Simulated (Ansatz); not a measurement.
Te2W:
```cif
data_Te4W2
_chemical_formula_sum 'Te4 W2'
_space_group_name_H-M_alt 'P 1'
_space_group_IT_number 1
_cell_length_a 3.47557
_cell_length_b 3.47557
_cell_length_c 13.83360
_cell_angle_alpha 90.000
_cell_angle_beta 90.000
_cell_angle_gamma 120.000
loop_
_space_group_symop_operation_xyz
  'x, y, z'
loop_
_atom_site_label
_atom_site_type_symbol
_atom_site_fract_x
_atom_site_fract_y
_atom_site_fract_z
_atom_site_occupancy
Te1 Te 0.33333 0.66667 0.88039 1
Te2 Te 0.66667 0.33333 0.11961 1
Te3 Te 0.66667 0.33333 0.38039 1
Te4 Te 0.33333 0.66667 0.61961 1
W1 W 0.33333 0.66667 0.25000 1
W2 W 0.66667 0.33333 0.75000 1
```

This is the LDA-relaxed structure.

Task: All from the program Ansatz at the LDA level (PAW), unless another level is named. Estimate the hole effective mass.

Result: 0.40, 0.40, 0.55 mₑ (principal values).

Task: Predict the formation energy from the elements (no fitted shifts).

Result: -0.098 eV/atom.

Task: Predict the electron effective mass.

Result: 0.32, 0.36, 0.51 mₑ (principal values).

Task: Give the band gap.

Result: 0.75 eV (indirect).

Task: And the conduction-band minimum?

Result: on the K–Γ line, 42 % of the way from K (6 equivalent valleys).

Space group P6_3/mmc. The workflow started from a Materials Project entry (that database holds measured and hypothetical structures alike); the Crystallography Open Database copy checked does not list it. COD files the formula under space group No. 31. Whether it is the stable phase at ambient conditions was not checked. The LDA relaxation kept the symmetry of its start; its stability against distortions is not shown here. No spin polarisation was allowed. A crystal of weakly bound layers computed without a dispersion correction: the cell and the soft elastic constants depend strongly on that. The references are the lowest solids computed at this level, not always the standard phases. Spin–orbit coupling is left out wherever it is not named.

Potentials: the earlier of the program's two PAW sets. The files were generated under PBE; for other functionals the program regenerates the frozen cores, and for LDA and PBEsol the local potential too.
